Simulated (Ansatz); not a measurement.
Consider the following.

Y$_{3}$Si$_{5}$:
```cif
data_Si5Y3
_chemical_formula_sum 'Y3 Si5'
_space_group_name_H-M_alt 'P-62m'
_space_group_IT_number 189
_space_group_name_Hall 'P -6 -2'
_cell_length_a 6.49849
_cell_length_b 6.49849
_cell_length_c 4.15436
_cell_angle_alpha 90.000
_cell_angle_beta 90.000
_cell_angle_gamma 120.000
loop_
_atom_site_label
_atom_site_type_symbol
_atom_site_symmetry_multiplicity
_atom_site_Wyckoff_symbol
_atom_site_fract_x
_atom_site_fract_y
_atom_site_fract_z
_atom_site_occupancy
Y1 Y 3 f 0.00000 0.64554 0.00000 1
Si1 Si 2 d 0.33333 0.66667 0.50000 1
Si2 Si 3 g 0.73744 0.73744 0.50000 1
```

This is the PBEsol-relaxed structure.

**Question.** All from PBEsol in the plane-wave PAW code Ansatz, unless another level is named. Estimate the electronic character.

**Answer.** metallic (no gap).

**Question.** What about the formation energy from the elements (no fitted shifts)?

**Answer.** -775 meV/atom.

**Question.** Next, the gap with spin–orbit coupling?

**Answer.** none (metallic).

The start of the workflow was typed in or built on a structure type; neither database checked (COD, Materials Project) lists it. Its standing as an ambient phase is unchecked. The PBEsol relaxation kept the symmetry of its start; of distortions, only those at the zone centre were tested. The run is not spin-polarised. The references are the lowest solids computed at this level, not always the standard phases. Scalar-relativistic: spin–orbit coupling is off unless named, which matters more the heavier the elements.

Potentials: the later of the program's two PAW sets.
